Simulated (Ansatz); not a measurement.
A geometry of V away from equilibrium: step 2 of the relaxation of a randomly generated symmetric cell of V (space group No. 139). These are r2SCAN (plane waves to 500 eV, PAW, scalar-relativistic; Ansatz, a program for electronic structure) values and carry that method's errors. Γ-centred k-mesh 13×13×13 on the run's cell (coarser than for final values), Fermi–Dirac smearing 0.05 eV. The plane waves were selected for a different cell earlier on the path.

```
CELL_PARAMETERS angstrom
     -1.60093     1.60093     4.17914
      1.60093    -1.60093     4.17914
      1.60093     1.60093    -4.17914
ATOMIC_POSITIONS crystal
  V  0.16146 0.16146 0.00000
  V  0.83854 0.83854 0.00000
  V  0.50000 0.50000 0.00000
```
Spin-polarised start, with parallel moments on V.

Problem. Give the Cartesian forces on all atoms (eV/Å).

Solution. 
| atom | Fx | Fy | Fz |
|---|---|---|---|
| V1 | 0.00 | 0.00 | 0.46 |
| V2 | 0.00 | 0.00 | -0.46 |
| V3 | 0.00 | 0.00 | 0.00 |

The path ends in Im-3m (No. 229) (bcc (W type)). No spin polarisation in the result: the starting moments vanished.

The run could not lose the symmetry of its start.
